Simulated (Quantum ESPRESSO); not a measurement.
**Kohn-Sham bands of BaBrF (P4/nmm)**

```
BaBrF
1.0
    4.53992     0.00000     0.00000
    0.00000     4.53992     0.00000
    0.00000     0.00000     7.49539
Ba Br F
2 2 2
Cartesian
  0.00000   2.26996  -1.43627
  2.26996   0.00000   1.43627
  2.26996   0.00000  -2.62631
  0.00000   2.26996   2.62631
  2.26996   2.26996   0.00000
  0.00000   0.00000   0.00000
```

Structure: Materials Project mp-23070, symmetrised, not relaxed again. COD (Crystallography Open Database) has an entry of this formula and space group (matched by these alone). Level: PBEsol, no spin polarisation, no spin-orbit coupling; pw.x of Quantum ESPRESSO at 68 Ry with PseudoDojo potentials, 4×4×4 k-points, Wannier90. Density: 8×8×4 mesh, cold smearing 0.01 Ry. Spin-orbit coupling is left out although heavy elements are present.

### Question
List the Kohn-Sham levels between −8 and 7.7 eV relative to the valence-band maximum at the high-symmetry points, as a band run of pw.x on that density gives them (levels within 2 meV counted together).

### Answer
```json
[
 {"point": "Γ", "k (reciprocal lattice)": "0.000 0.000 0.000", "levels (eV)": "-2.94, -2.81, -2.77 (×2), -2.28 (×2), -1.20, -0.78 (×2), -0.04, 0.00 (×2), 4.74, 5.11, 6.00, 6.29, 6.40, 7.08, 7.34, 7.72"},
 {"point": "X", "k (reciprocal lattice)": "0.000 0.500 0.000", "levels (eV)": "-2.72 (×2), -2.59 (×2), -2.51 (×2), -1.15 (×2), -0.65 (×2), -0.32 (×2), 5.78 (×2), 6.26 (×2), 6.95 (×2), 7.40 (×2)"},
 {"point": "M", "k (reciprocal lattice)": "0.500 0.500 0.000", "levels (eV)": "-2.81 (×2), -2.32 (×2), -2.25 (×2), -1.46 (×2), -0.65 (×2), -0.31 (×2), 6.15 (×2), 6.68 (×2)"},
 {"point": "Z", "k (reciprocal lattice)": "0.000 0.000 0.500", "levels (eV)": "-3.00, -2.81, -2.76 (×2), -2.32 (×2), -1.04, -0.69 (×2), -0.56, -0.06 (×2), 5.34, 5.44, 6.09, 6.55, 6.65, 7.07, 7.47"},
 {"point": "R", "k (reciprocal lattice)": "0.000 0.500 0.500", "levels (eV)": "-2.71 (×2), -2.61 (×2), -2.57 (×2), -1.28 (×2), -0.62 (×2), -0.28 (×2), 6.00 (×2), 6.99 (×2), 7.22 (×2), 7.73 (×2)"},
 {"point": "A", "k (reciprocal lattice)": "0.500 0.500 0.500", "levels (eV)": "-2.98 (×2), -2.32 (×2), -2.24 (×2), -1.47 (×2), -0.59 (×2), -0.31 (×2), 6.78 (×2), 6.98 (×2)"}
]
```
